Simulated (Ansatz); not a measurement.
Method: DFT PBE, scalar-relativistic, plane waves, PAW (Ansatz). All cells share a 420 eV cutoff and Γ-centred k meshes spaced at most about 0.3 Å⁻¹ (about 0.25 or finer for metals, 2π included). No spin polarisation in the final relaxations.

Temperature and zero-point effects are left out.

Compare these two cells of Sn4Te, each relaxed at this level.

A.

```cif
data_structure
_symmetry_space_group_name_H-M 'Pm-3m'
_symmetry_Int_Tables_number 221
_cell_length_a 5.8436
_cell_length_b 5.8436
_cell_length_c 5.8436
_cell_angle_alpha 90.000
_cell_angle_beta 90.000
_cell_angle_gamma 90.000
_cell_volume 199.55
loop_
_atom_site_label
_atom_site_type_symbol
_atom_site_symmetry_multiplicity
_atom_site_Wyckoff_symbol
_atom_site_fract_x
_atom_site_fract_y
_atom_site_fract_z
_atom_site_occupancy
Sn1 Sn 3 c 0.00000 0.50000 0.50000 1
Sn2 Sn 1 a 0.00000 0.00000 0.00000 1
Te1 Te 1 b 0.50000 0.50000 0.50000 1
```

B.

```cif
data_structure
_symmetry_space_group_name_H-M 'R3m:H'
_symmetry_Int_Tables_number 160
_cell_length_a 7.5958
_cell_length_b 7.5958
_cell_length_c 12.6809
_cell_angle_alpha 90.000
_cell_angle_beta 90.000
_cell_angle_gamma 120.000
_cell_volume 633.62
loop_
_atom_site_label
_atom_site_type_symbol
_atom_site_symmetry_multiplicity
_atom_site_Wyckoff_symbol
_atom_site_fract_x
_atom_site_fract_y
_atom_site_fract_z
_atom_site_occupancy
Sn1 Sn 3 a 0.33333 0.66667 0.22923 1
Sn2 Sn 9 b 0.52437 0.47563 0.09594 1
Te1 Te 3 a 0.33333 0.66667 0.60893 1
```

Question: Which form is favoured at zero pressure, and by what margin per atom?

Answer: B is lower, by 0.38 eV/atom. A has space group Pm-3m (No. 221), 39.9 Å³/atom and no gap on its mesh; B has space group R3m (No. 160), 42.2 Å³/atom and no gap. Counting Sn atoms around Te (those within 1.25 times the shortest such distance or 1.15 times the sum of covalent radii), A has Te 6 and B has Te 3. The lower one is the more open, so pressure narrows the difference. Even the lower one lies +0.23 eV/atom against the reference forms of the elements (uncorrected), so neither is stable at this level. In A, Sn on a site of symmetry 4/mmm is surrounded by 2 Te at 2.92 Å and 12 Sn at 4.13 Å; Sn on a site of symmetry m-3m has 12 Sn at 4.13 Å (long contacts); Te has 6 Sn at 2.92 Å. In B, around Sn on a site of symmetry 3m lie 6 Sn at 3.03–3.15 Å; around Sn on a site of symmetry m lie 1 Te at 2.95 Å and 4 Sn at 3.03–3.24 Å; around Te lie 3 Sn at 2.95 Å. Both come from invented guesses. A third cell relaxed alike, in P4/mmm, lies 9 meV/atom below the lower of the two.

These runs have no spin–orbit coupling, which can matter for Te. Cells relaxed within their symmetry can be saddle points.
